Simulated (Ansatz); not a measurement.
Input file for Ansatz (a program for electronic structure):

Ansatz 0.2 input:
```yaml
crystal:
  lattice:
    - [3.9646463926, 0.0, 0.0]
    - [-1.9823231963, 3.433484493, 0.0]
    - [0.0, 0.0, 6.9981751523]
  atoms:
    - { symbol: Ga, position: [0.0, 0.0, 0.0] }
    - { symbol: Ga, position: [0.0, 0.0, 0.5] }
    - { symbol: Sb, position: [0.3333333333, 0.6666666667, 0.25] }
    - { symbol: Sb, position: [0.6666666667, 0.3333333333, 0.75] }
kpoints:
  mp_grid: { grid: [9, 9, 5] }
  band_path:
    path:
      - [[0.0, 0.0, 0.0], [0.5, 0.0, 0.0], [0.3333333333, 0.3333333333, 0.0], [0.0, 0.0, 0.0], [0.0, 0.0, 0.5], [0.5, 0.0, 0.5], [0.3333333333, 0.3333333333, 0.5], [0.0, 0.0, 0.5]]  # Γ-M-K-Γ-A-L-H-A
      - [[0.5, 0.0, 0.5], [0.5, 0.0, 0.0]]  # L-M
      - [[0.3333333333, 0.3333333333, 0.5], [0.3333333333, 0.3333333333, 0.0]]  # H-K
    npoints: 8
hamiltonian:
  xc: r2scan
  pseudopotentials: { kind: paw }
magnetization: { noncollinear: true, spin_orbit: true }
scf:
  n_extra_bands: 12
  convergence: { dr2_threshold: 0.0000000001 }
  occupations: { method: gaussian, width: 0.05 }
output: { eigenvalues: true }
```

Output (shortened):

```
Pseudopotential: Ga, paw_fr, valence charge 13
Pseudopotential: Sb, paw_fr, valence charge 15
Functional definition: r2SCAN
non-collinear run that drives no moment, with spin-orbit …
Crystal: 4 atoms, lattice volume = 95.263 Å³
Basis set: ecut = 500 eV, 2419 PW (Γ), exchange–correlation on 120×120×216 points (64 copies of the dense FFT grid, shifted against one another)
Bands: 68, of which v1, the nominal top of the filled ones, is band 56 counted from 1 (55 counted from 0)
Symmetry: 24 space group operations + 24 with time reversal
k-points: 36 of 405
Projection manifold: j_resolved (fully-relativistic pseudo-atomic orbitals)
iter 1 solved again at ethr=7.66e-4 eV; its pass at ethr=3.10e-3 eV (dr2=4.29e-1 eV) is discarded
SCF iter   1: F=—  HF=-20551.836293 eV  |F-HF|=—  |Δ(HF+E_count)|=         —  Δρ=2.52e-2  dr2=4.35e-1  dr2_τ=7.11e-4  dr2_m=0.00e0 (ungated)  ethr=7.66e-4  |M|=0.00e0 ∫|m|=0.00e0 μB  |m|>n=0.0e0 m-floor=0.0e0 τ_xc=0.0e0  β_m=0.30  ⟨swp⟩=2.1  Hψ=7140  notcnv=0
preconditioner: auto → Kerker (q_TF=auto, 2.497 Å⁻¹)
spin=Noncollinear: Kerker preconditioning applied to the charge; magnetization (m_x, m_y, m_z) channels mix plain (no charge-response kernel on spin).
SCF iter   2: F=—  HF=-20551.877686 eV  |F-HF|=—  |Δ(HF+E_count)|=   4.14e-2  Δρ=1.89e-2  dr2=2.38e-1  dr2_τ=4.83e-4  dr2_m=0.00e0 (ungated)  ethr=7.66e-4  |M|=0.00e0 ∫|m|=0.00e0 μB  |m|>n=0.0e0 m-floor=0.0e0 τ_xc=0.0e0  β_m=0.65  ⟨swp⟩=2.1  Hψ=1488  notcnv=0
SCF iter   3: F=—  HF=-20551.880908 eV  |F-HF|=—  |Δ(HF+E_count)|=   3.22e-3  Δρ=5.28e-3  dr2=2.64e-2  dr2_τ=8.78e-5  dr2_m=0.00e0 (ungated)  ethr=4.25e-4  |M|=0.00e0 ∫|m|=0.00e0 μB  |m|>n=0.0e0 m-floor=0.0e0 τ_xc=0.0e0  β_m=0.61  ⟨swp⟩=3.2  Hψ=2496  notcnv=0  defer=2
SCF iter   4: F=—  HF=-20551.877117 eV  |F-HF|=—  |Δ(HF+E_count)|=   3.79e-3  Δρ=1.83e-3  dr2=4.29e-3  dr2_τ=4.52e-6  dr2_m=0.00e0 (ungated)  ethr=4.71e-5  |M|=0.00e0 ∫|m|=0.00e0 μB  |m|>n=0.0e0 m-floor=0.0e0 τ_xc=0.0e0  β_m=0.78  ⟨swp⟩=2.0  Hψ=2080  notcnv=0  defer=8
SCF iter   5: F=—  HF=-20551.877892 eV  |F-HF|=—  |Δ(HF+E_count)|=   7.75e-4  Δρ=6.60e-4  dr2=8.74e-4  dr2_τ=1.26e-6  dr2_m=0.00e0 (ungated)  ethr=7.66e-6  |M|=0.00e0 ∫|m|=0.00e0 μB  |m|>n=0.0e0 m-floor=0.0e0 τ_xc=0.0e0  β_m=0.89  ⟨swp⟩=3.0  Hψ=1901  notcnv=0  defer=8
SCF iter   6: F=—  HF=-20551.878048 eV  |F-HF|=—  |Δ(HF+E_count)|=   1.56e-4  Δρ=2.41e-4  dr2=8.76e-5  dr2_τ=1.22e-7  dr2_m=0.00e0 (ungated)  ethr=1.56e-6  |M|=0.00e0 ∫|m|=0.00e0 μB  |m|>n=0.0e0 m-floor=0.0e0 τ_xc=0.0e0  β_m=0.95  ⟨swp⟩=2.7  Hψ=1825  notcnv=0  defer=8
SCF iter   7: F=—  HF=-20551.878074 eV  |F-HF|=—  |Δ(HF+E_count)|=   2.62e-5  Δρ=5.08e-5  dr2=1.56e-6  dr2_τ=1.29e-8  dr2_m=0.00e0 (ungated)  ethr=1.56e-7  |M|=0.00e0 ∫|m|=0.00e0 μB  |m|>n=0.0e0 m-floor=0.0e0 τ_xc=0.0e0  β_m=0.97  ⟨swp⟩=2.8  Hψ=2031  notcnv=0  defer=8
SCF iter   8: F=—  HF=-20551.878122 eV  |F-HF|=—  |Δ(HF+E_count)|=   4.74e-5  Δρ=1.10e-5  dr2=7.12e-8  dr2_τ=3.71e-10  dr2_m=0.00e0 (ungated)  ethr=2.78e-9  |M|=0.00e0 ∫|m|=0.00e0 μB  |m|>n=0.0e0 m-floor=0.0e0 τ_xc=0.0e0  β_m=0.99  ⟨swp⟩=2.0  Hψ=1855  notcnv=0  defer=8
SCF iter  11: F=-20551.878122 eV  HF=-20551.878122 eV  |F-HF|=3.64e-11  |Δ(HF+E_count)|=  7.86e-10  Δρ=1.92e-7  dr2=3.39e-11  dr2_τ=5.01e-14  dr2_m=0.00e0 (ungated)  ethr=1.00e-12  |M|=0.00e0 ∫|m|=0.00e0 μB  |m|>n=0.0e0 m-floor=0.0e0 τ_xc=0.0e0  ⟨swp⟩=3.7  Hψ=3142  notcnv=0
SCF 1 converged in 11 iterations: F = -20551.878122 eV  dr2 = 3.39e-11
NSCF: frozen V_eff on 75 k-points
SCF converged after 11 iterations
Magnetization: |M| = 0.0000 μB,  M = (+0.0000, +0.0000, +0.0000) μB
Absolute magnetization: 0.0000 μB (∫|m|)
  site 0: m = (+0.0000, +0.0000, +0.0000) μB, |m| = 0.0000 μB  (R = 1.19 Å)
  site 1: m = (+0.0000, +0.0000, +0.0000) μB, |m| = 0.0000 μB  (R = 1.19 Å)
  site 2: m = (+0.0000, +0.0000, +0.0000) μB, |m| = 0.0000 μB  (R = 1.19 Å)
  site 3: m = (+0.0000, +0.0000, +0.0000) μB, |m| = 0.0000 μB  (R = 1.19 Å)
Free energy (F): -20551.878122 eV
Harris-Foulkes:  -20551.878122 eV  (|F-HF|=3.64e-11)
Internal energy: -20551.874410 eV  (E = F + TS)
E sigma→0 (E₀):  -20551.876266 eV
Entropy (-TS):   -0.003712 eV (-0.928 meV/atom)
Fermi energy:    9.833462 eV
--- Per-component energies (eV) ---
  E_band       = -425.746360
  E_kinetic    = 642.068540
  E_local      = -6796.366668  (includes V_loc(G=0)·N_el)
  E_nonlocal   = 1577.963056
  E_hartree    = 3156.297386
  E_xc         = -379.383857
  E_vxc        = -324.548345  (∫ρ·V_xc dr)
  E_paw        = -13182.274075  (= ΣΔE_a)
  E_vpaw       = -1857.793981  (= ΣTr[D̂ρ^β])
  E_aug_tail   = -0.000086  (compensation charges beyond the density's cutoff)
  E_vtau       = 20.336513  (kinetic-family band-sum trace: ∫τ·v_τ [+ j·A + Jᵃ·Aᵃ] dr)
  E_ewald      = -5569.935892
  E_core_change = -0.242814  (= ΣΔE_core)
  E_smearing   = -0.003712  (= −TS)
  E_closure    =  0.000000  (closes the sum)
  Σ components = -20551.878122   (vs F -20551.878122, Δ=0.00e0)
  [band-id]    e_kinetic+e_local+e_nonlocal+2·e_hartree+e_vxc+e_vpaw+e_augmentation_tail+e_vtau = -425.746198   (vs E_band -425.746360, Δ=1.62e-4)
--- Band table (eV; the first three rows and the last of 36) ---
  k-point 0: bands = ["-20.4353", "-20.4353", "-20.4344", "-20.4344", "-20.4257", "-20.4257", "-20.4212", "-20.4212", "-19.1976", "-19.1976", "-19.1974", "-19.1974", "-19.1914", "-19.1914", "-19.1864", "-19.1864", "-19.1844", "-19.1844", "-19.1795", …
  k-point 1: bands = ["-20.4352", "-20.4352", "-20.4345", "-20.4345", "-20.4253", "-20.4253", "-20.4217", "-20.4217", "-19.1976", "-19.1976", "-19.1975", "-19.1975", "-19.1909", "-19.1909", "-19.1868", "-19.1868", "-19.1839", "-19.1839", "-19.1799", …
  k-point 2: bands = ["-20.4350", "-20.4350", "-20.4347", "-20.4347", "-20.4242", "-20.4242", "-20.4228", "-20.4228", "-19.1976", "-19.1976", "-19.1975", "-19.1975", "-19.1896", "-19.1896", "-19.1881", "-19.1881", "-19.1826", "-19.1826", "-19.1811", …
  k-point 35: bands = ["-20.4308", "-20.4308", "-20.4291", "-20.4291", "-20.4231", "-20.4231", "-20.4228", "-20.4228", "-19.1918", "-19.1918", "-19.1913", "-19.1913", "-19.1902", "-19.1902", "-19.1878", "-19.1878", "-19.1783", "-19.1783", "-19.1779", …
```

Cost: around 4 core-minutes (rough) on shared cores.

Space group P6_3/mmc (NiAs type). The start of the workflow was typed in or built on a structure type; neither database checked (COD, Materials Project) lists it. It is not the phase usual at ambient conditions (space group No. 216). The r²SCAN relaxation kept the symmetry of its start; its stability against distortions is not shown here.

Potentials: the later of the program's two PAW sets.

Ansatz is a plane-wave DFT program.
